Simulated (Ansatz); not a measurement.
Values for one crystal, relaxed and computed with the program Ansatz at the r²SCAN level (PAW); other levels are named.

```yaml
volume_per_atom: 7.97 Å³
band_gap: 8.91 eV (indirect)
electron_effective_mass: 0.88 mₑ (isotropic)
HSE06 gap on the r²SCAN cell: 10.17 eV
hole_effective_mass: 0.87, 7.6, 7.6 mₑ (principal values)
Pressure derivative B′: 4.3
smallest_direct_gap_on_the_standard_path: 9.64 eV
```

Q: Which compound is it?
A) LiF, CsCl type
B) KF, rock salt
C) Li2H6Pt, Fm-3m (Li on 8c, H on 24e, Pt on 4a)
D) PbF2, fluorite

A: A, LiF, CsCl type

Space group Pm-3m (CsCl type). The workflow started from a Materials Project entry (that database holds measured and hypothetical structures alike); the Crystallography Open Database copy checked does not list it. It is not the phase usual at ambient conditions (space group No. 225). The cell was relaxed with r²SCAN under the symmetry of its start. At this level the phase is dynamically unstable (imaginary phonons).

Potentials: the later of the program's two PAW sets.
